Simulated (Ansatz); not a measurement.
**Relaxation path: Li₂Pd**

DFT, PBEsol, PAW with Ansatz's default frozen-core files, scalar-relativistic (Ansatz 0.2.0); a Γ-centred 10×10×13 k mesh, Fermi–Dirac smearing of 0.05 eV, no spin polarisation. The run relaxes shape and atoms at held volume.

Command: `ansatz run input.yaml --threads 1 --pin off --max-ram 3072MiB --backend cpu --events-out ev --progress --plain --runs-dir out` It took 7.3 s on 1 thread of Intel(R) Xeon(R) 6975P-C (Granite Rapids), with other jobs on the host, peak memory 0.4 GiB.

```yaml
crystal:
  lattice:
    - [3.8359415715, 0.0, 0.0]
    - [-1.9179707857, 3.3220228483, 0.0]
    - [0.0, 0.0, 2.4749182474]
  atoms:
    - { symbol: Li, position: [0.3333333333, 0.6666666667, 0.5] }
    - { symbol: Li, position: [0.6666666667, 0.3333333333, 0.5] }
    - { symbol: Pd, position: [0.0, 0.0, 0.0] }
kpoints:
  mp_grid: { grid: [10, 10, 13] }
scf:
  occupations: { method: fermi_dirac, width: 0.05 }
hamiltonian:
  xc: pbesol
  pseudopotentials: { kind: paw }
output:
  forces: true
  stress: true
  write_density: true
  write_potential: true
  elf: true
  volumetric_format: npy
relax:
  f_tol: 0.01
  max_steps: 30
  cell: { stress_tol: 0.17, fix: [volume] }
```

Each step lists its free energy a cell above the last geometry, the pressure, the cell vectors (Å), and Cartesian positions (Å) with forces (eV/Å).

The first step:

```
step 1  dF = 49.15 meV  P = 25.1 GPa
  cell 3.8359 0.0000 0.0000  -1.9180 3.3220 0.0000  0.0000 0.0000 2.4749
  Li 0.0000 2.2147 1.2375   0.0000 0.0000 0.0000
  Li 1.9180 1.1073 1.2375   0.0000 0.0000 0.0000
  Pd 0.0000 0.0000 0.0000   0.0000 0.0000 0.0000
```

The PAW files were made under PBE. The structure type is held throughout; the real material can change phase at far lower pressure.

The symmetry of the start is kept and no stability test is made, so the end need not be the stable phase.

**Question.** Where does the relaxation end, and by which steps?

**Answer.** After 4 geometries, with conventional a, b, c = 3.764, 3.764, 2.571 Å, at 10.513 Å³/atom and 22.3 GPa in space group P6/mmm, with a shortest distance of 2.173 Å. The further steps:
```
step 2  dF = 2.14 meV  P = 22.8 GPa
  cell 3.7789 0.0000 0.0000  -1.8894 3.2726 0.0000  0.0000 0.0000 2.5502
  Li 0.0000 2.1817 1.2751   0.0000 0.0000 0.0000
  Li 1.8894 1.0909 1.2751   0.0000 0.0000 0.0000
  Pd 0.0000 0.0000 0.0000   0.0000 0.0000 0.0000
step 3  dF = 0.02 meV  P = 22.4 GPa
  cell 3.7651 0.0000 0.0000  -1.8825 3.2607 0.0000  0.0000 0.0000 2.5689
  Li 0.0000 2.1738 1.2845   0.0000 0.0000 0.0000
  Li 1.8825 1.0869 1.2845   0.0000 0.0000 0.0000
  Pd 0.0000 0.0000 0.0000   0.0000 0.0000 0.0000
step 4  dF = 0.00 meV  P = 22.3 GPa
  cell 3.7636 0.0000 0.0000  -1.8818 3.2594 0.0000  0.0000 0.0000 2.5710
  Li 0.0000 2.1729 1.2855   0.0000 0.0000 0.0000
  Li 1.8818 1.0864 1.2855   0.0000 0.0000 0.0000
  Pd 0.0000 0.0000 0.0000   0.0000 0.0000 0.0000
step 5  dF = -0.03 meV  P = 22.3 GPa  (same geometry on a basis chosen anew; earlier energies don't compare to the last digit)
  cell 3.7636 0.0000 0.0000  -1.8818 3.2594 0.0000  0.0000 0.0000 2.5710
  Li 0.0000 2.1729 1.2855   0.0000 0.0000 0.0000
  Li 1.8818 1.0864 1.2855   0.0000 0.0000 0.0000
  Pd 0.0000 0.0000 0.0000   0.0000 0.0000 0.0000
```
